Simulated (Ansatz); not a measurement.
Re, DFT, PBE, all-electron PAW with datasets made for the crystal, scalar-relativistic (Ansatz 0.2.0), run on 1 thread of Arm Neoverse V1 on a shared host.

The structure comes from a relaxation in the same program, started in the hcp type, and has space group P6_3/mmc. Whether it is a known phase or the ground state wasn't checked.

Command: `ansatz run input.yaml --threads 1 --pin off --max-ram 2048MiB --backend cpu --events-out ev --progress --plain --runs-dir out`

```yaml
crystal:
  lattice:
    - [2.7747730912, 0.0, 0.0]
    - [-1.3873865456, 2.4030239867, 0.0]
    - [0.0, 0.0, 4.4858794431]
  atoms:
    - { symbol: Re, position: [0.3333333333, 0.6666666667, 0.25] }
    - { symbol: Re, position: [0.6666666667, 0.3333333333, 0.75] }
kpoints:
  mp_grid: { grid: [14, 14, 8] }
  band_path:
    path:
      - [0.0, 0.0, 0.0]
      - [0.5, 0.0, 0.0]
      - [0.3333333333, 0.3333333333, 0.0]
      - [0.0, 0.0, 0.0]
      - [0.0, 0.0, 0.5]
      - [0.5, 0.0, 0.5]
      - [0.3333333333, 0.3333333333, 0.5]
      - [0.0, 0.0, 0.5]
      - [0.5, 0.0, 0.5]
    npoints: 8
scf:
  occupations: { method: fermi_dirac, width: 0.08 }
hamiltonian:
  xc: pbe
  pseudopotentials: { kind: all_electron, datasets: crystal }
output:
  forces: true
  stress: true
  eigenvalues: true
  efg: { contact_densities: true }
```

Question: How large is the problem that the program sets up?

Answer: 120 irreducible k-points, 287 plane waves at Γ, 21 bands.

Question: Estimate the wall time and the peak memory.

Answer: 46 s of wall time for 9 SCF iterations, with a peak of 0.82 GiB. Times on shared machines scatter by tens of per cent.

Question: And the same cell and mesh by all-electron LAPW, asked for forces, stress, eigenvalues, fatbands, populations, dos and the same band path, on the same hardware?

Answer: 82 s, peak memory 0.58 GiB.

Question: And the same cell and mesh by PAW (frozen-core files), asked for forces, stress, eigenvalues, efg, populations, bader, dos, write_density, write_potential, elf and the same band path, on the same hardware?

Answer: 21 s, peak memory 0.39 GiB.
